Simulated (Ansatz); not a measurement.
AgCl (rock salt) is sheared across one {100} plane: the third cell vector gains the shift, so faults repeat every 8.2 Å. The cut lies between planes 2.72 Å apart; the cell height is held.

```xyz
6
Lattice="3.8519 0.0000 0.0000 0.0000 3.8519 0.0000 1.9260 1.9260 8.1712" Properties=species:S:1:pos:R:3 pbc="T T T"
Cl     1.6050     1.6050     6.8093
Cl     1.6050     1.6050     1.3619
Cl     3.5309     3.5309     4.0856
Ag     3.5309     3.5309     6.8093
Ag     3.5309     3.5309     1.3619
Ag     1.6050     1.6050     4.0856
```

In-plane vectors a = (3.852, 0.000) Å, b = (0.000, 3.852) Å, area 14.84 Å². The shift is s times the vector a + b (length 5.447 Å), so s = 1 restores the start. The shift is rigid: no atom relaxes. γ = [E(shift) − E(0)] / area.

Level of theory: PBEsol (plane waves to 420 eV, PAW, scalar-relativistic; Ansatz, a program for electronic structure). k mesh 7×7×7 (Γ-centred), Fermi-Dirac smearing 0.05 eV. E is the zero-smearing estimate. Stress and pressure are positive under compression. As the smearing reaches across the gap at some points, the k mesh leaves noise in γ, roughly 0.02 J/m² as judged from a few cases. Faults lie only 8.2 Å apart, and holding the cell height and the atoms raises γ above its relaxed value. AgCl was relaxed with its symmetry unable to fall. γ is measured from zero shift.

```
shift (Å)  γ (J/m²)  σ normal to the fault (GPa)
---------  --------  ---------------------------
0.000          0.00                          0.0
0.454          0.02                         -0.1
0.908          0.09                         -0.1
1.362          0.23                          0.7
1.816          0.44                          2.7
2.270          0.65                          5.0
2.724          0.74                          6.0
3.178          0.65                          5.0
3.632          0.44                          2.7
4.086          0.23                          0.7
4.540          0.09                         -0.1
4.994          0.02                         -0.1
```

Key numbers:

The highest computed γ on the line is 0.74 J/m². Position of the highest point: s = 0.500. Local minima between the ends: no computed point is one.

(The slope of γ gives the shear force per area between the displaced halves; near zero shift its curvature is an elastic stiffness.)
